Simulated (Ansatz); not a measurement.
C:
Space group Fd-3m, origin choice 1 (No. 227); a = b = c = 3.5538 Å, α = β = γ = 90.00°

```
atom  site  symmetry       x       y       z
----  ----  --------  ------  ------  ------
C       8a      -43m  0.0000  0.0000  0.0000
```
(The calculation used a cell of 2 atoms; values per cell refer to that cell.)

Relaxed with PBEsol.

Q: Which orbitals make up the states near the band edges in DFT-PBEsol in the program Ansatz with PAW potentials?

A: Top 1 eV of the valence band: C 2p 98 %. Bottom 1 eV of the conduction band: C 2p 51 %, C 2s 39 %, outside the projected shells 9 %. Projections are on Löwdin-orthogonalised atomic valence shells; empty p or d shells of many metals are not among them.

Q: Tabulate the density of states.

A: States/eV per cell of 2 atoms, in 0.25 eV bins, energy from the valence-band maximum.

```csv
E (eV),total,C 2p,C 2s
-7.85,0.52,0.45,0.07
-7.60,0.53,0.46,0.07
-7.35,0.55,0.48,0.07
-7.10,0.59,0.52,0.06
-6.85,0.61,0.55,0.06
-6.60,0.69,0.63,0.06
-6.35,0.78,0.72,0.06
-6.10,0.77,0.72,0.05
-5.85,0.76,0.71,0.05
-5.60,0.75,0.70,0.05
-5.35,0.73,0.69,0.04
-5.10,0.72,0.68,0.04
-4.85,0.71,0.67,0.04
-4.60,0.70,0.67,0.03
-4.35,0.68,0.65,0.03
-4.10,0.67,0.64,0.03
-3.85,0.66,0.64,0.02
-3.60,0.65,0.63,0.02
-3.35,0.64,0.62,0.02
-3.10,0.63,0.61,0.02
-2.85,0.56,0.54,0.01
-2.60,0.43,0.42,0.01
-2.35,0.36,0.35,0.01
-2.10,0.31,0.30,0.01
-1.85,0.27,0.26,0.01
-1.60,0.23,0.22,0.01
-1.35,0.20,0.19,0.00
-1.10,0.16,0.16,0.00
-0.85,0.13,0.13,0.00
-0.60,0.10,0.10,0.00
-0.35,0.07,0.07,0.00
-0.10,0.02,0.02,0.00
0.15,0.00,0.00,0.00
0.40,0.00,0.00,0.00
0.65,0.00,0.00,0.00
0.90,0.00,0.00,0.00
1.15,0.00,0.00,0.00
1.40,0.00,0.00,0.00
1.65,0.00,0.00,0.00
1.90,0.00,0.00,0.00
2.15,0.00,0.00,0.00
2.40,0.00,0.00,0.00
2.65,0.00,0.00,0.00
2.90,0.00,0.00,0.00
3.15,0.00,0.00,0.00
3.40,0.00,0.00,0.00
3.65,0.00,0.00,0.00
3.90,0.00,0.00,0.00
4.15,0.03,0.02,0.01
4.40,0.11,0.05,0.04
4.65,0.17,0.09,0.07
4.90,0.24,0.12,0.09
5.15,0.30,0.16,0.10
5.40,0.35,0.20,0.11
5.65,0.43,0.26,0.12
5.90,0.47,0.30,0.12
6.15,0.51,0.32,0.12
6.40,0.54,0.35,0.12
6.65,0.57,0.38,0.12
6.90,0.61,0.41,0.12
7.15,0.66,0.45,0.12
7.40,0.72,0.50,0.12
7.65,0.80,0.57,0.12
7.90,0.98,0.71,0.13
8.15,1.12,0.83,0.13
8.40,0.86,0.63,0.11
8.65,0.81,0.59,0.12
8.90,0.91,0.63,0.17
```

Symmetry was held in the PBEsol relaxation.

Potentials: the later of the program's two PAW sets.
